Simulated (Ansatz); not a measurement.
**BPt: computed DOS**

```cif
data_structure
_symmetry_space_group_name_H-M 'P 1'
_symmetry_Int_Tables_number 1
_cell_length_a 3.2294
_cell_length_b 3.2294
_cell_length_c 5.2613
_cell_angle_alpha 90.000
_cell_angle_beta 90.000
_cell_angle_gamma 120.000
_cell_volume 47.52
loop_
_atom_site_label
_atom_site_type_symbol
_atom_site_fract_x
_atom_site_fract_y
_atom_site_fract_z
_atom_site_occupancy
B1 B 0.66667 0.33333 0.75000 1
B2 B 0.33333 0.66667 0.25000 1
Pt1 Pt 0.00000 0.00000 0.00000 1
Pt2 Pt 0.00000 0.00000 0.50000 1
```

The runs use the primitive cell with vectors (3.229, 0.000, 0.000), (-1.615, 2.797, 0.000), (0.000, 0.000, 5.261) Å, to which the k mesh refers.

The cell is the one relaxed in the Materials Project (mp-1096829), not relaxed further here; entries there can be hypothetical.

Spin–orbit coupling is left out, though it moves levels of the heavy atoms by tenths of an eV or more.

The calculation used Ansatz 0.2.0, DFT, PBE, all-electron LAPW, scalar-relativistic.

Numerical set-up: a Γ-centred 12×12×6 k mesh, Fermi–Dirac smearing of 0.05 eV, basis error target 1 meV/atom, no spin polarisation.

Task: Where is the centre of the filled Pt 5d states between -14 eV and the top of the filled states?

Result: -4.63 eV from the Fermi level.

Task: Tabulate the density of states.

Result: States per eV and cell, averaged over 0.4 eV, from -9.8 to 5.6 eV, with energies (bin centres) from the Fermi level; empty bins are left out. The partial columns, the largest 4 alone, are projections on Löwdin-orthogonalised atomic shells (those that the program's projection atoms carry: the occupied ones and, for some elements, an empty d or f shell; other empty shells have no column), summed over atoms of an element. Weights on diffuse s and p shells depend on that basis and aren't pure angular character.
```tsv
E (eV)	total	Pt 5d	B 2p	B 2s	Pt 6s
-9.7	1.27	0.36	0.15	0.48	0.25
-9.3	1.66	0.60	0.14	0.68	0.22
-8.9	3.01	1.39	0.21	1.19	0.18
-8.5	1.15	0.50	0.13	0.42	0.08
-8.1	0.24	0.12	0.04	0.05	0.02
-7.7	0.71	0.34	0.13	0.20	0.04
-7.3	1.18	0.61	0.28	0.20	0.07
-6.9	2.53	1.51	0.69	0.16	0.14
-6.5	5.83	3.87	1.58	0.21	0.13
-6.1	4.42	3.43	0.85	0.06	0.06
-5.7	4.11	3.07	0.89	0.06	0.06
-5.3	2.55	1.92	0.54	0.03	0.04
-4.9	2.90	2.14	0.64	0.05	0.05
-4.5	2.34	1.72	0.47	0.08	0.05
-4.1	3.67	2.86	0.55	0.15	0.07
-3.7	3.95	3.15	0.56	0.14	0.06
-3.3	4.26	3.45	0.58	0.13	0.05
-2.9	4.22	3.53	0.51	0.09	0.05
-2.5	3.67	3.14	0.38	0.05	0.07
-2.1	2.55	2.04	0.32	0.05	0.12
-1.7	1.38	0.94	0.28	0.05	0.10
-1.3	1.28	0.81	0.29	0.07	0.10
-0.9	1.08	0.54	0.37	0.09	0.05
-0.5	1.22	0.52	0.52	0.11	0.04
-0.1	1.34	0.49	0.68	0.11	0.02
0.3	1.38	0.47	0.74	0.11	0.02
0.7	2.18	0.82	1.04	0.22	0.04
1.1	1.97	0.70	0.99	0.19	0.04
1.5	1.31	0.29	0.83	0.13	0.01
1.9	1.05	0.20	0.72	0.09	0.00
2.3	0.82	0.18	0.52	0.09	0.00
2.7	0.85	0.19	0.51	0.11	0.00
3.1	1.06	0.24	0.60	0.17	0.01
3.5	1.51	0.34	0.82	0.26	0.03
3.9	1.26	0.29	0.63	0.23	0.06
4.3	2.00	0.45	0.92	0.36	0.19
4.7	3.44	0.71	1.76	0.50	0.30
5.1	2.39	0.49	1.40	0.25	0.11
5.5	2.02	0.41	1.27	0.16	0.07
```
